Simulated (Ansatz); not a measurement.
Q: Each is relaxed and computed with PBE (plane waves, PAW; program Ansatz). Which is the only metal?
A) SnC, wurtzite
B) KCdCO3F, P-6m2 (Pearson symbol hP7)
C) SiC, P6_222 (Si on 3d, C on 3c)
D) ReC, CsCl type

A: D, ReC, CsCl type. ReC: metal; KCdCO3F: gap 1.78 eV; SiC: gap 0.87 eV (indirect); SnC: gap 0.80 eV (direct). Constructed cells (a structure type filled with these elements, in neither database checked): ReC, CsCl type; SiC, P6_222 (Si on 3d, C on 3c). Typed or built starts, not in the databases checked: SnC, wurtzite. Not the usual ambient phase: SiC, P6_222 (Si on 3d, C on 3c). Standing as an ambient phase not checked: KCdCO3F, P-6m2 (Pearson symbol hP7). Unstable at this level: KCdCO3F, P-6m2 (Pearson symbol hP7). All cells were relaxed under the symmetry of their starts (and spin orders); stability against distortions was not tested throughout. Rows with no word on spin ran without spin polarisation. Scalar-relativistic: spin–orbit coupling is off unless named, which matters more the heavier the elements.

Potentials: the later of the program's two PAW sets.
